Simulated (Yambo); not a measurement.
G0W0@LDA for a free-standing WSe$_{2}$ monolayer (symmetry P-6m2, slab cell 16.3 Å high) in Yambo. Reference settings: 6×6×1 Γ-centred k mesh, bands 12 to 95 and a 6 Ry block in the screening, 95 bands in G with the Bruneval-Gonze terminator, plasmon pole fitted at 27.2 eV, slab-truncated Coulomb interaction, stochastic integration of W near q = 0. The LDA gap K → (0.167, 0.167) on this mesh is 1.70 eV; G0W0 gaps are taken between the same points.

```csv
change from the reference,"G0W0 gap K → (0.167, 0.167) (eV)",shift of the valence edge (eV)
reference settings,2.34,0.01
"32 bands in W, 32 bands in G, no terminator",___,0.94
"44 bands in W, 44 bands in G, 3 Ry block",2.30,0.40
wavefunctions cut at 20 Ry,2.37,0.14
no terminator,2.33,0.29
"44 bands in W, 44 bands in G",2.35,0.30
"58 bands in W, 58 bands in G, 3 Ry block",___,0.29
"77 bands in W, 77 bands in G",2.34,0.08
```

Task: Estimate the withheld gaps from the other rows; the computed values follow.

Result: 
- 32 bands in W, 32 bands in G, no terminator, G0W0 gap K → (0.167, 0.167) (eV): 2.40
- 58 bands in W, 58 bands in G, 3 Ry block, G0W0 gap K → (0.167, 0.167) (eV): 2.29

The reference isn't shown to be the converged limit.

The standard potential for Se keeps a d shell in the valence without the s and p states of that shell. In tests on such compounds this moved G0W0 gaps by up to about 0.9 eV, so absolute quasiparticle energies here are unreliable; differences between settings are what counts.

Spin-orbit coupling is not included.

Geometry relaxed with LDA; primitive cell a = 3.2462 Å, b = 3.2462 Å, c = 16.3000 Å, α = 90.00°, β = 90.00°, γ = 120.00°.

A shift is the quasiparticle energy of the state minus its LDA energy.
